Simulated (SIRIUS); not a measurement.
Set-up for a self-consistent single point of Ge (Fd-3m, 8 atoms in the cell; from Materials Project mp-32, changed as shown).

```yaml
crystal:
  lattice:
    - [5.56135, 0.00000, 0.00000]
    - [0.00000, 5.56135, 0.00000]
    - [0.00000, 0.00000, 5.56135]
  atoms:
    - { symbol: Ge, position: [0.50000, 0.00000, 0.50000] }
    - { symbol: Ge, position: [0.25000, 0.25000, 0.25000] }
    - { symbol: Ge, position: [0.50000, 0.50000, 0.00000] }
    - { symbol: Ge, position: [0.25000, 0.75000, 0.75000] }
    - { symbol: Ge, position: [0.00000, 0.00000, 0.00000] }
    - { symbol: Ge, position: [0.75000, 0.25000, 0.75000] }
    - { symbol: Ge, position: [0.00000, 0.50000, 0.50000] }
    - { symbol: Ge, position: [0.75000, 0.75000, 0.25000] }
```

Method: PBE, GBRV PBE ultrasoft pseudopotentials (plane waves; SIRIUS).

SIRIUS settings:

| setting | value |
|---|---|
| parameters.ngridk | 4 4 4 |
| parameters.xc_functionals | [XC_GGA_X_PBE, XC_GGA_C_PBE] |
| parameters.gk_cutoff | 6.325 1/bohr |
| parameters.pw_cutoff | 14.143 1/bohr |
| parameters.smearing | fermi_dirac |
| parameters.smearing_width | 0.00499791 Ha |
| potentials | GBRV PBE ultrasoft pseudopotentials |
| parameters.electronic_structure_method | pseudopotential |
| parameters.num_bands | 67 |
| parameters.num_mag_dims | 0 |
| parameters.num_dft_iter | 100 |
| parameters.energy_tol | 1e-07 Ha |
| parameters.density_tol | 1e-06 |
| mixer.type | broyden2 |
| mixer.beta | 0.7 |
| mixer.use_hartree | false |

Results:

Number of valence electrons: 112
Number of bands: 67
Number of k-points after the program's reduction: 10
Number of plane waves (most at a k-point): 4982
Number of SCF iterations: 17
FFT grid: 50 × 50 × 50
Free energy E − TS: -23254.4753 eV
Pressure: 7.95 GPa

Stress (GPa, positive for compression):
```
7.95  0.00  0.00
0.00  7.95  0.00
0.00  0.00  7.95
```

For comparison: a first run was changed to give this one (lattice scaled by 0.98), and from it to this one the free energy rises by 44.8 meV/atom and the pressure goes from 3.03 to 7.95 GPa.

The structure comes from a collection of computed structures, made at another level of theory; the collection holds predicted forms beside known ones. No clean gap shows at this smearing width and mesh (spacing up to 0.28 Å⁻¹); the mesh is coarse for partly filled bands, so the values carry mesh errors. Semi-local functionals can close small gaps.

Cost on one core: about 70 core-seconds (a rough figure).
